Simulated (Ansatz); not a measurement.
Relaxed-ion elastic tensor of InPt3 (Cu3Au type, space group No. 221) in GPa (Voigt order), plane-wave PAW LDA (Ansatz code); density 18.66 g/cm³, 15.58 Å³ per atom.

```
320  208  208  0.0  0.0  0.0
208  320  208  0.0  0.0  0.0
208  208  320  0.0  0.0  0.0
0.0  0.0  0.0  101  0.0  0.0
0.0  0.0  0.0  0.0  101  0.0
0.0  0.0  0.0  0.0  0.0  101
```

Problem. Is the crystal mechanically stable?

Solution. Yes: the smallest eigenvalue of C is 101 GPa.

Problem. Work out the Voigt, Reuss and Hill averages.

Solution. K_V = 246, K_R = 246, K_H = 246; G_V = 82.8, G_R = 76.3, G_H = 79.6 GPa.

Problem. Give Young's modulus, Poisson's ratio, Pugh's ratio and the universal anisotropy index.

Solution. E = 9KG/(3K + G) = 215 GPa; ν = 0.35; K/G = 3.09 (ductile by the Pugh limit of 1.75); A_U = 5G_V/G_R + K_V/K_R − 6 = 0.42.

Problem. Estimate the sound speeds and the Debye temperature.

Solution. v_l = √((K + 4G/3)/ρ) = 4340 m/s, v_t = √(G/ρ) = 2070 m/s, mean 2320 m/s; Θ = (h/k)(3n/4πV)^(1/3) v_m = 277 K.

Problem. Give the Zener ratio and Young's modulus along [100], [110] and [111].

Solution. A = 2C44/(C11 − C12) = 1.79; 1/E = S11 − 2(S11 − S12 − S44/2)Γ with Γ = 0, 1/4, 1/3 gives 156, 226, 266 GPa.

Space group Pm-3m (Cu3Au type). The first step of the workflow began from a Materials Project structure, measured or hypothetical; the Crystallography Open Database files this formula in space group No. 221, but the cells were not matched. Its standing as an ambient phase is unchecked. The cell was relaxed with LDA under the symmetry of its start; of distortions, only those at the zone centre were tested. No spin polarisation was allowed. As this level gives no gap, shear constants depend on the k-mesh and smearing (Fermi–Dirac, 0.1 eV here). Scalar-relativistic: spin–orbit coupling is off unless named, which matters more the heavier the elements.

Potentials: the later of the program's two PAW sets.
